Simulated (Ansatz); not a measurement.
Relaxed-ion elastic tensor of Si3N4 in space group Fd-3m (No. 227; Si on 16c, Si on 8b, N on 32e) in GPa (Voigt order), the program Ansatz at the r²SCAN level (PAW); density 4.03 g/cm³, 8.25 Å³ per atom.

```json
[
 {"": "1", "1": "565", "2": "200", "3": "200", "4": "0.0", "5": "0.0", "6": "0.0"},
 {"": "2", "1": "200", "2": "565", "3": "200", "4": "0.0", "5": "0.0", "6": "0.0"},
 {"": "3", "1": "200", "2": "200", "3": "565", "4": "0.0", "5": "0.0", "6": "0.0"},
 {"": "4", "1": "0.0", "2": "0.0", "3": "0.0", "4": "359", "5": "0.0", "6": "0.0"},
 {"": "5", "1": "0.0", "2": "0.0", "3": "0.0", "4": "0.0", "5": "359", "6": "0.0"},
 {"": "6", "1": "0.0", "2": "0.0", "3": "0.0", "4": "0.0", "5": "0.0", "6": "359"}
]
```

Is the crystal mechanically stable?

Yes: the smallest eigenvalue of C is 359 GPa.

Work out the Voigt, Reuss and Hill averages.

K_V = 322, K_R = 322, K_H = 322; G_V = 289, G_R = 259, G_H = 274 GPa.

Give Young's modulus, Poisson's ratio, Pugh's ratio and the universal anisotropy index.

E = 9KG/(3K + G) = 640 GPa; ν = 0.17; K/G = 1.17 (brittle by the Pugh limit of 1.75); A_U = 5G_V/G_R + K_V/K_R − 6 = 0.57.

Estimate the sound speeds and the Debye temperature.

v_l = √((K + 4G/3)/ρ) = 13000 m/s, v_t = √(G/ρ) = 8240 m/s, mean 9070 m/s; Θ = (h/k)(3n/4πV)^(1/3) v_m = 1340 K.

Give the Zener ratio and Young's modulus along [100], [110] and [111].

A = 2C44/(C11 − C12) = 1.97; 1/E = S11 − 2(S11 − S12 − S44/2)Γ with Γ = 0, 1/4, 1/3 gives 461, 668, 786 GPa.

Solve the Christoffel equation for the three sound speeds along [100], [110], [111].

Eigenvalues of C_ijkl n_j n_l equal ρv². In km/s, slowest first: [100] 9.44, 9.44, 11.84; [110] 6.73, 9.44, 13.56; [111] 7.74, 7.74, 14.09.

Symmetry was held in the r²SCAN relaxation; phonons on a q-mesh show no instability.

Potentials: the later of the program's two PAW sets.
